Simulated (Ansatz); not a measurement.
Bi₂Se₃, DFT, PBEsol, PAW with Ansatz's default frozen-core files, scalar-relativistic (Ansatz 0.2.0), run on 2 threads of Intel(R) Xeon(R) Platinum 8488C (Sapphire Rapids) on a shared host.

The cell is COD entry 9011965, as deposited and not checked against the literature; nothing was relaxed. The listed cell was then made from it by scaling, straining or moving an atom.

Command: `ansatz run input.yaml --threads 2 --pin off --max-ram 8192MiB --backend cpu --events-out ev --progress --plain --runs-dir out`

```yaml
crystal:
  lattice:
    - [2.0435026311, 1.1798167941, 9.4163232398]
    - [-2.0435026311, 1.1798167941, 9.4163232398]
    - [0.0, -2.3596335883, 9.4163232398]
  atoms:
    - { symbol: Bi, position: [0.4008, 0.4008, 0.4008] }
    - { symbol: Bi, position: [0.5992, 0.5992, 0.5992] }
    - { symbol: Se, position: [0.0, 0.0, 0.0] }
    - { symbol: Se, position: [0.2117, 0.2117, 0.2117] }
    - { symbol: Se, position: [0.7883, 0.7883, 0.7883] }
kpoints:
  mp_grid: { grid: [6, 6, 6] }
scf:
  occupations: { method: fermi_dirac, width: 0.03 }
hamiltonian:
  xc: pbesol
  pseudopotentials: { kind: paw }
output:
  forces: true
  stress: true
  eigenvalues: true
  efg: { contact_densities: true }
```

**Question.** How large is the problem that the program sets up?

**Answer.** 32 irreducible k-points, 2629 plane waves at Γ, 47 bands.

**Question.** Estimate the wall time and the peak memory.

**Answer.** 5.8 s of wall time for 8 SCF iterations, with a peak of 0.6 GiB. Times on shared machines scatter by tens of per cent.

**Question.** And the same cell and mesh by all-electron PAW (datasets made for this crystal), asked for forces, stress, eigenvalues, efg, on the same hardware?

**Answer.** 9.1 s, peak memory 0.79 GiB.
